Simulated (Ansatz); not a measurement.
Here is an unrelaxed guess for HfGa2As2.

```cif
data_structure
_symmetry_space_group_name_H-M 'P6/mmm'
_symmetry_Int_Tables_number 191
_cell_length_a 4.0962
_cell_length_b 4.0962
_cell_length_c 7.4969
_cell_angle_alpha 90.000
_cell_angle_beta 90.000
_cell_angle_gamma 120.000
_cell_volume 108.94
loop_
_atom_site_label
_atom_site_type_symbol
_atom_site_symmetry_multiplicity
_atom_site_Wyckoff_symbol
_atom_site_fract_x
_atom_site_fract_y
_atom_site_fract_z
_atom_site_occupancy
Hf1 Hf 1 b 0.00000 0.00000 0.50000 1
Ga1 Ga 2 e 0.00000 0.00000 0.85642 1
As1 As 2 c 0.33333 0.66667 0.00000 1
```

These are results of DFT PBE, scalar-relativistic, plane waves, PAW in Ansatz, not measurements. Plane waves to 420 eV, a k mesh through Γ of 6×6×2 on the computed 5-atom cell and Gaussian smearing (0.10 eV); no spin polarisation.

The zero of energy is the elements' standard structures at the same level; no fitted shifts are applied.

Task: How far from equilibrium is it?

Result: The pressure is 26.8 GPa (the mean over three directions, positive in compression), the largest force is 6.24 eV/Å, and the energy is +1.62 eV/atom against the elements. The shortest distance is 2.15 Å.

Task: How much does it gain on relaxing, and where does it end?

Result: Relaxing gains about 0.66 eV/atom (the start's value is from the coarse mesh, so the gain is rough) in 25 ionic steps and ends at +0.96 eV/atom on the finer mesh. The symmetry stays P6/mmm (No. 191). The volume per atom grows by 30.1 %, from 21.8 to 28.4 Å³. The shortest distance goes from 2.15 Å (Ga–Ga) to 2.50 Å (As–As). The ratio c/a of the conventional cell changes by a factor of 1.10. Conventional cell: a = 4.329 Å, c = 8.737 Å. Hf has 2 Ga at 2.76 Å; Ga is surrounded by 1 Hf at 2.76 Å, 6 As at 2.97 Å and 1 Ga at 3.22 Å; As is surrounded by 3 As at 2.50 Å and 6 Ga at 2.97 Å.

The last run used a 12×12×4 mesh (in the run's order of axes) for its 5-atom cell and Gaussian smearing of 0.10 eV. Spin–orbit coupling, which can matter for Hf, is left out. The reference form of As is held partly by dispersion forces, which this level lacks. The relaxation can't lower the symmetry of the start. Symmetry constrained the relaxation, so the result can be a saddle point. Another cell of HfGa2As2 relaxed alike, in P-3m1, lies 1.31 eV/atom lower, so this cell isn't the stable form at this level.
